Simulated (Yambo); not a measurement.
Yambo run on Cu2O (space group Pn-3m, No. 224). The wavefunctions are PBEsol (pw.x of Quantum ESPRESSO, ONCV potentials, scalar-relativistic) ones on a 4×4×4 mesh (44 occupied bands); a = 4.247 Å, b = 4.247 Å, c = 4.247 Å, α = 90.00°, β = 90.00°, γ = 90.00°.

Yambo input:

```
rim_cut
gw0
dyson
el_el_corr
HF_and_locXC
ppa
em1d
RandQpts= 1000000
RandGvec= 1 Ry
EXXRLvcs= 92 Ry
VXCRLvcs= 368 Ry
Chimod= "HARTREE"
% BndsRnXp
 17 | 171 |
%
NGsBlkXp= 8 Ry
% LongDrXp
 1.0 | 1.0 | 1.0 |
%
PPAPntXp= 55 eV
% GbndRnge
 1 | 171 |
%
GTermKind= "BG"
DysSolver= "n"
ExtendOut
% QPkrange
 1 | 1 | 44 | 45 |
%
```

k points by index: 1 = Γ.

Resulting energies as the program prints them:

```
#    K-point    Band    Eo [eV]    E [eV]    E-Eo [eV]    Vxc [eV]    Vnlxc [eV]    Sc|Eo [eV]    Sc|E [eV]    dSc/dw|Eo [eV]    Re(Z)    Im(Z)
#
    1    44    0.000000    -0.254997    -0.254997    -29.41126    -35.38024    5.633467    5.713979    -8.587442    0.760117    -0.001351
    1    45    0.484629    1.075419    0.590791    -28.11901    -25.82180    -1.527036    -1.706414    -8.261444    0.767103    -0.001281
```
(The two width columns are left out.) Convergence of these settings isn't established.

Geometry of the Materials Project entry, not relaxed at this level.
